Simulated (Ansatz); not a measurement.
Here is the system:

ScS (rock salt, Fm-3m), a = b = c = 5.1469 Å, α = β = γ = 90.00°; the cell used has 2 atoms.

This is the PBEsol-relaxed structure.

**Question.** All from DFT-PBEsol in the program Ansatz with PAW potentials, unless another level is named. Estimate the electronic character.

**Answer.** metallic (no gap).

**Question.** Next, the density of states at the Fermi level?

**Answer.** 0.50 states/eV per atom (mean over ±0.08 eV).

**Question.** And the formation energy from the elements (no fitted shifts)?

**Answer.** -2.01 eV/atom.

The workflow started from an entry of the Crystallography Open Database (COD). Whether it is the stable phase at ambient conditions was not checked. The cell was relaxed with PBEsol under the symmetry of its start; its stability against distortions is not shown here. No spin polarisation was allowed. With an odd number of electrons in the cell and no spin polarisation, the count alone makes it a metal. The references are the lowest solids computed at this level, not always the standard phases.

Potentials: the later of the program's two PAW sets.
